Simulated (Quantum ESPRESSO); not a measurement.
## Mg4O3F (input and log of a self-consistent run)

Simulated, not a measurement. The program is pw.x of Quantum ESPRESSO 7.5 (plane-wave density functional theory). The cell is made up: 8 atoms on a zincblende/diamond lattice, with randomly drawn elements, strain and displacements, not relaxed. PseudoDojo standard norm-conserving files (v0.5 for PBE, v0.4.1 for LDA and PBEsol) set the functional; there is no spin polarisation, spin-orbit coupling or dispersion term, and the masses in the input are unused placeholders. A spin-polarised start on this cell or one of its family kept no moment.

Input:

```
&control calculation='scf', pseudo_dir='./dojo.nc.sr.pbe.v0_5.standard.upf', outdir='./o', disk_io='medium', tprnfor=.true., tstress=.true. /
&system ibrav=0, nat=8, ntyp=3, nbnd=43, ecutwfc=84.00895049, nosym=.true., tot_charge=0,
 occupations='smearing', smearing='fd', degauss=0.0073498644
/
&electrons conv_thr=7.350e-09, electron_maxstep=60, /
ATOMIC_SPECIES
F 1.0 F.upf
Mg 1.0 Mg.upf
O 1.0 O.upf
CELL_PARAMETERS angstrom
4.6761 0.0392 0.0055
0.0392 4.6681 -0.0361
0.0055 -0.0361 4.6805
ATOMIC_POSITIONS angstrom
Mg 0.0207 -0.0174 -0.0127
Mg 0.0662 2.3435 2.3981
Mg 2.3537 0.0079 2.3586
Mg 2.3959 2.3024 0.0048
O 1.1611 1.1527 1.1214
F 1.1933 3.4133 3.45
O 3.5298 1.1714 3.5265
O 3.587 3.4942 1.2023
K_POINTS automatic
6 6 6 1 1 1
```

The log is shortened where brackets say so; the opening notice, blank lines, dates and the lines on written files are dropped, and the path of the files is cut. It prints rydbergs, bohrs and kilobars, and counts compression as positive stress.

```
     Program PWSCF v.7.5
     Parallel version (MPI & OpenMP), running on       1 processor cores
     Number of MPI processes:                 1
     Threads/MPI process:                     1
     [start-up lines left out]
     bravais-lattice index     =            0
     lattice parameter (alat)  =       8.8369  a.u.
     unit-cell volume          =     689.3752 (a.u.)^3
     number of atoms/cell      =            8
     number of atomic types    =            3
     number of electrons       =        65.00
     number of Kohn-Sham states=           43
     kinetic-energy cutoff     =      84.0090  Ry
     charge density cutoff     =     336.0358  Ry
     scf convergence threshold =      7.3E-09
     mixing beta               =       0.7000
     number of iterations used =            8  plain     mixing
     Exchange-correlation= PBE
                           (   1   4   3   4   0   0   0)
     [axes and pseudopotential details left out]
   Cartesian axes
     site n.     atom                  positions (alat units)
         1        Mg     tau(   1) = (   0.0044266  -0.0037209  -0.0027158  )
         2        Mg     tau(   2) = (   0.0141566   0.5011475   0.5128235  )
         3        Mg     tau(   3) = (   0.5033288   0.0016894   0.5043766  )
         4        Mg     tau(   4) = (   0.5123531   0.4923585   0.0010265  )
         5        O      tau(   5) = (   0.2482963   0.2465000   0.2398066  )
         6        F      tau(   6) = (   0.2551821   0.7299197   0.7377679  )
         7        O      tau(   7) = (   0.7548328   0.2504989   0.7541271  )
         8        O      tau(   8) = (   0.7670648   0.7472199   0.2571068  )
     number of k points=   108  Fermi-Dirac smearing, width (Ry)=  0.0073
     Number of k-points >= 100: set verbosity='high' to print them.
     Dense  grid:    71721 G-vectors     FFT dimensions: (  54,  54,  54)
     Estimated max dynamical RAM per process >      89.46 MB
     Initial potential from superposition of free atoms
     starting charge      64.9968, renormalised to      65.0000
     Starting wfcs are   36 randomized atomic wfcs +    7 random wfcs
     total cpu time spent up to now is       19.5 secs
     per-process dynamical memory:    53.0 Mb
     Self-consistent Calculation
     iteration #  1     ecut=    84.01 Ry     beta= 0.70
     Davidson diagonalization with overlap
     ethr =  1.00E-02,  avg # of iterations =  4.8
     total cpu time spent up to now is       86.3 secs
     total energy              =    -623.48973428 Ry
     estimated scf accuracy    <       2.03012714 Ry
     iteration #  2     ecut=    84.01 Ry     beta= 0.70
     Davidson diagonalization with overlap
     ethr =  3.12E-03,  avg # of iterations =  2.1
     total cpu time spent up to now is      148.8 secs
     total energy              =    -623.79036652 Ry
     estimated scf accuracy    <       3.32550974 Ry
     iteration #  3     ecut=    84.01 Ry     beta= 0.70
     Davidson diagonalization with overlap
     ethr =  3.12E-03,  avg # of iterations =  2.0
     total cpu time spent up to now is      196.9 secs
     total energy              =    -624.44151344 Ry
     estimated scf accuracy    <       0.04856869 Ry
     iteration #  4     ecut=    84.01 Ry     beta= 0.70
     Davidson diagonalization with overlap
     ethr =  7.47E-05,  avg # of iterations =  4.0
     total cpu time spent up to now is      244.4 secs
     total energy              =    -624.44770056 Ry
     estimated scf accuracy    <       0.00889336 Ry
     iteration #  5     ecut=    84.01 Ry     beta= 0.70
     Davidson diagonalization with overlap
     ethr =  1.37E-05,  avg # of iterations =  4.1
     total cpu time spent up to now is      298.2 secs
     total energy              =    -624.44887192 Ry
     estimated scf accuracy    <       0.00195990 Ry
     iteration #  6     ecut=    84.01 Ry     beta= 0.70
     Davidson diagonalization with overlap
     ethr =  3.02E-06,  avg # of iterations =  3.4
     total cpu time spent up to now is      344.9 secs
     total energy              =    -624.44898042 Ry
     estimated scf accuracy    <       0.00031025 Ry
     iteration #  7     ecut=    84.01 Ry     beta= 0.70
     Davidson diagonalization with overlap
     ethr =  4.77E-07,  avg # of iterations =  2.0
     total cpu time spent up to now is      390.0 secs
     total energy              =    -624.44902362 Ry
     estimated scf accuracy    <       0.00000536 Ry
     iteration #  8     ecut=    84.01 Ry     beta= 0.70
     Davidson diagonalization with overlap
     ethr =  8.25E-09,  avg # of iterations =  2.0
     total cpu time spent up to now is      438.0 secs
     total energy              =    -624.44902477 Ry
     estimated scf accuracy    <       0.00000052 Ry
     iteration #  9     ecut=    84.01 Ry     beta= 0.70
     Davidson diagonalization with overlap
     ethr =  8.06E-10,  avg # of iterations =  2.0
     total cpu time spent up to now is      487.2 secs
     total energy              =    -624.44902488 Ry
     estimated scf accuracy    <       0.00000036 Ry
     iteration # 10     ecut=    84.01 Ry     beta= 0.70
     Davidson diagonalization with overlap
     ethr =  5.50E-10,  avg # of iterations =  2.0
     total cpu time spent up to now is      531.2 secs
     total energy              =    -624.44902494 Ry
     estimated scf accuracy    <       0.00000002 Ry
     iteration # 11     ecut=    84.01 Ry     beta= 0.70
     Davidson diagonalization with overlap
     ethr =  2.77E-11,  avg # of iterations =  2.0
     total cpu time spent up to now is      575.7 secs
     End of self-consistent calculation
     Number of k-points >= 100: set verbosity='high' to print the bands.
     the Fermi energy is     9.1363 ev
!    total energy              =    -624.44902494 Ry
     estimated scf accuracy    <          5.1E-10 Ry
     smearing contrib. (-TS)   =      -0.00263610 Ry
     internal energy E=F+TS    =    -624.44638884 Ry
     The total energy is F=E-TS. E is the sum of the following terms:
     one-electron contribution =    -399.75061914 Ry
     hartree contribution      =     209.33371077 Ry
     xc contribution           =    -100.19113126 Ry
     ewald contribution        =    -333.83834921 Ry
     convergence has been achieved in  11 iterations
     Forces acting on atoms (cartesian axes, Ry/au):
     atom    1 type  2   force =    -0.03353938    0.02175400    0.03418265
     atom    2 type  2   force =    -0.04777667   -0.05752593   -0.05497791
     atom    3 type  2   force =     0.02324358    0.02448660   -0.02964017
     atom    4 type  2   force =     0.01776149   -0.00850440    0.03708178
     atom    5 type  3   force =     0.01300576    0.00259550    0.01667959
     atom    6 type  1   force =     0.02436672    0.01965046    0.01967252
     atom    7 type  3   force =     0.00965203   -0.00798884   -0.01059436
     atom    8 type  3   force =    -0.00671354    0.00553261   -0.01240410
     Total force =     0.132219     Total SCF correction =     0.000062
     Computing stress (Cartesian axis) and pressure
          total   stress  (Ry/bohr**3)                   (kbar)     P=       31.54
   0.00022158  -0.00003027   0.00003868           32.60       -4.45        5.69
  -0.00003027   0.00022633   0.00013664           -4.45       33.29       20.10
   0.00003868   0.00013664   0.00019534            5.69       20.10       28.74
     init_run     :     17.63s CPU     19.39s WALL (       1 calls)
     electrons    :    528.43s CPU    556.19s WALL (       1 calls)
     forces       :      8.44s CPU      8.54s WALL (       1 calls)
     stress       :     33.54s CPU     33.78s WALL (       1 calls)
     [timing details left out]
     PWSCF        :   9m48.49s CPU  10m18.82s WALL
     JOB DONE.
```

In other units: free energy -8496.062 eV for the cell, pressure 3.15 GPa, largest force component 1.479 eV/Å. A rerun of this cell at 1437 eV and a 8 x 8 x 8 mesh moved values by no more than 0.007 eV in energy, 0.04 GPa in stress and 0.003 eV/Å in force.